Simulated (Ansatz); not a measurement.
BP:
```cif
data_B4P4
_chemical_formula_sum 'B4 P4'
_space_group_name_H-M_alt 'P 1'
_space_group_IT_number 1
_cell_length_a 6.21054
_cell_length_b 3.19282
_cell_length_c 5.32554
_cell_angle_alpha 90.000
_cell_angle_beta 90.000
_cell_angle_gamma 90.000
loop_
_space_group_symop_operation_xyz
  'x, y, z'
loop_
_atom_site_label
_atom_site_type_symbol
_atom_site_fract_x
_atom_site_fract_y
_atom_site_fract_z
_atom_site_occupancy
B1 B 0.16200 0.25000 0.39839 1
B2 B 0.33800 0.75000 0.89839 1
B3 B 0.83800 0.75000 0.60161 1
B4 B 0.66200 0.25000 0.10161 1
P1 P 0.83857 0.25000 0.39305 1
P2 P 0.66143 0.75000 0.89305 1
P3 P 0.16143 0.75000 0.60695 1
P4 P 0.33857 0.25000 0.10695 1
```

Relaxed with LDA.

Problem. Which orbitals make up the states near the band edges in plane-wave PAW LDA (Ansatz code)?

Solution. Top 1 eV of the valence band: B 2p 51 %, P 3p 44 %. Bottom 1 eV of the conduction band: B 2p 32 %, P 3p 27 %, B 2s 17 %, P 3s 13 %, outside the projected shells 11 %. Projections are on Löwdin-orthogonalised atomic valence shells; empty p or d shells of many metals are not among them.

Problem. Tabulate the density of states.

Solution. States/eV per cell of 8 atoms, in 0.25 eV bins, energy from the valence-band maximum.

```tsv
E (eV)	total	P 3p	B 2p	B 2s
-7.85	1.75	0.86	0.40	0.33
-7.60	2.37	1.15	0.64	0.35
-7.35	2.94	1.45	0.91	0.33
-7.10	2.83	1.40	0.96	0.27
-6.85	2.20	1.08	0.76	0.20
-6.60	1.36	0.66	0.46	0.13
-6.35	1.55	0.75	0.51	0.17
-6.10	2.39	1.16	0.84	0.22
-5.85	2.45	1.20	0.89	0.21
-5.60	2.89	1.42	1.05	0.24
-5.35	3.38	1.68	1.24	0.26
-5.10	3.78	1.90	1.44	0.24
-4.85	3.55	1.78	1.41	0.20
-4.60	3.51	1.76	1.44	0.17
-4.35	4.26	2.12	1.77	0.20
-4.10	3.68	1.83	1.54	0.16
-3.85	3.26	1.62	1.36	0.16
-3.60	4.02	1.99	1.66	0.20
-3.35	2.75	1.33	1.18	0.14
-3.10	2.73	1.32	1.21	0.11
-2.85	3.51	1.71	1.59	0.10
-2.60	4.23	2.05	1.93	0.11
-2.35	4.22	2.05	1.94	0.10
-2.10	4.18	2.02	1.93	0.11
-1.85	3.29	1.57	1.55	0.07
-1.60	2.36	1.11	1.14	0.05
-1.35	1.59	0.74	0.78	0.03
-1.10	1.02	0.46	0.50	0.02
-0.85	0.65	0.29	0.32	0.02
-0.60	0.31	0.14	0.16	0.00
-0.35	0.14	0.06	0.08	0.00
-0.10	0.03	0.01	0.02	0.00
0.15	0.00	0.00	0.00	0.00
0.40	0.00	0.00	0.00	0.00
0.65	0.05	0.01	0.01	0.01
0.90	0.40	0.09	0.11	0.10
1.15	1.78	0.55	0.55	0.32
1.40	2.20	0.59	0.74	0.34
1.65	2.72	0.67	0.88	0.41
1.90	4.07	1.02	1.31	0.58
2.15	3.92	1.00	1.27	0.53
2.40	2.13	0.58	0.71	0.24
2.65	2.38	0.72	0.80	0.23
2.90	3.28	0.99	1.10	0.32
3.15	3.41	1.03	1.16	0.31
3.40	3.02	0.92	0.98	0.28
3.65	4.14	1.35	1.37	0.33
3.90	4.44	1.27	1.39	0.44
4.15	5.48	1.54	1.70	0.54
4.40	5.58	1.54	1.74	0.49
4.65	4.15	1.16	1.22	0.35
4.90	3.98	1.08	1.09	0.34
5.15	3.90	1.03	1.00	0.36
5.40	3.30	0.83	0.79	0.32
```

Space group Pnma. The start of the workflow was typed in or built on a structure type; neither database checked (COD, Materials Project) lists it. It is not the phase usual at ambient conditions (space group No. 216). The cell was relaxed with LDA under the symmetry of its start; whether a distortion lowers the energy is not shown. The volume moved by 22 % from the start of the relaxation.

Potentials: the earlier of the program's two PAW sets. The files were generated under PBE; for other functionals the program regenerates the frozen cores, and for LDA and PBEsol the local potential too.
